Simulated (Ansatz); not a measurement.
Level of theory: Ansatz, DFT PBE, scalar-relativistic, plane waves, PAW. Settings: cutoff 420 eV, Γ-centred meshes spaced at most about 0.3 Å⁻¹, and about 0.25 Å⁻¹ or finer for metals (2π included), Gaussian smearing. No spin polarisation in the final relaxations.

These are static total energies at zero pressure.

Two forms of Ge₂Sb₂Se were relaxed alike.

A.

```yaml
crystal:
  lattice:
    - [4.27384, 0.00000, 0.00000]
    - [-2.13692, 3.70126, 0.00000]
    - [0.00000, 0.00000, 9.60450]
  atoms:
    - { symbol: Ge, position: [0.00000, 0.00000, 0.25000] }
    - { symbol: Ge, position: [0.00000, 0.00000, 0.75000] }
    - { symbol: Sb, position: [0.33333, 0.66667, 0.11997] }
    - { symbol: Sb, position: [0.66667, 0.33333, 0.88003] }
    - { symbol: Se, position: [0.00000, 0.00000, 0.50000] }
```

B.

```yaml
crystal:
  lattice:
    - [4.44912, 0.00000, 0.00000]
    - [-2.22456, 3.85305, 0.00000]
    - [0.00000, 0.00000, 8.38808]
  atoms:
    - { symbol: Ge, position: [0.33333, 0.66667, 0.50000] }
    - { symbol: Ge, position: [0.66667, 0.33333, 0.00000] }
    - { symbol: Sb, position: [0.00000, 0.00000, 0.32526] }
    - { symbol: Sb, position: [0.00000, 0.00000, 0.67474] }
    - { symbol: Se, position: [0.33333, 0.66667, 0.00000] }
```

Question: Which would you expect to be lower, and how large is the difference?

Answer: A is lower, by 125 meV/atom. A has space group P-3m1 (No. 164), 30.4 Å³/atom and no gap on its mesh; B has space group P-6m2 (No. 187), 28.8 Å³/atom and no gap. Counting Ge or Sb atoms around Se (for each partner element, those within 1.25 times its shortest distance or 1.15 times the sum of covalent radii, where it is the nearest in units of that sum or under 1.3), A has Se 2 and B has Se 3. B holds Sb–Sb pairs (shortest 2.93 Å); in A the shortest Sb–Sb distance is 3.38 Å, near bonding range too. Even the lower one lies +0.17 eV/atom against the reference forms of the elements (uncorrected), so neither is stable at this level. In A, around Ge lie 1 Se at 2.40 Å and 3 Sb at 2.77 Å; Sb is surrounded by 3 Ge at 2.77 Å and 3 Sb at 3.38 Å; Se is surrounded by 2 Ge at 2.40 Å. In B, Ge on its first site has 6 Sb at 2.96 Å; around Sb lie 1 Sb at 2.93 Å and 3 Ge at 2.96 Å; around Se lie 3 Ge at 2.57 Å; 1 more site not described. Both come from invented guesses. A third cell relaxed alike, in P-3m1, lies 74 meV/atom below the lower of the two.

Weakly bound directions are ill-defined at this level, which has no dispersion term (P-6m2), and this can change margins and order among such cells. These runs have no spin–orbit coupling, which can matter for Sb. Cells relaxed within their symmetry can be saddle points.
